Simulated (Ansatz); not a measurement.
BaZrO3:
```yaml
crystal:
  lattice:
    - [4.18066, 0.00000, 0.00000]
    - [0.00000, 4.18066, 0.00000]
    - [0.00000, 0.00000, 4.18066]
  atoms:
    - { symbol: Ba, position: [0.00000, 0.00000, 0.00000] }
    - { symbol: Zr, position: [0.50000, 0.50000, 0.50000] }
    - { symbol: O, position: [0.50000, 0.00000, 0.50000] }
    - { symbol: O, position: [0.00000, 0.50000, 0.50000] }
    - { symbol: O, position: [0.50000, 0.50000, 0.00000] }
```

Relaxed with PBEsol. Special points in fractions of this cell's reciprocal vectors: Γ (0.000, 0.000, 0.000); X (0.000, 0.500, 0.000); M (0.500, 0.500, 0.000); R (0.500, 0.500, 0.500).

Task: List the band energies nearest the valence-band maximum at these points for the program Ansatz at the PBEsol level (PAW).

Result: In eV from the valence-band maximum; about four levels below and three above (degenerate sets whole), none deeper than 8.9 eV; points with the same levels are listed once.

```
k                                below           above
-  -----------------------------------  --------------
Γ  -1.03 -1.03 -1.03 -0.18 -0.18 -0.18  3.17 3.17 3.17
X        -1.76 -1.76 -1.70 -0.41 -0.41  3.55 5.74 5.74
M              -0.91 -0.91 -0.75 -0.05  5.73 5.73 6.53
R     -2.52 -2.52 -2.52 0.00 0.00 0.00  6.02 6.02 6.02
```

Space group Pm-3m (cubic perovskite). Symmetry was held in the PBEsol relaxation. No spin polarisation was allowed. Scalar-relativistic: spin–orbit coupling is off unless named, which matters more the heavier the elements.

Potentials: the later of the program's two PAW sets.
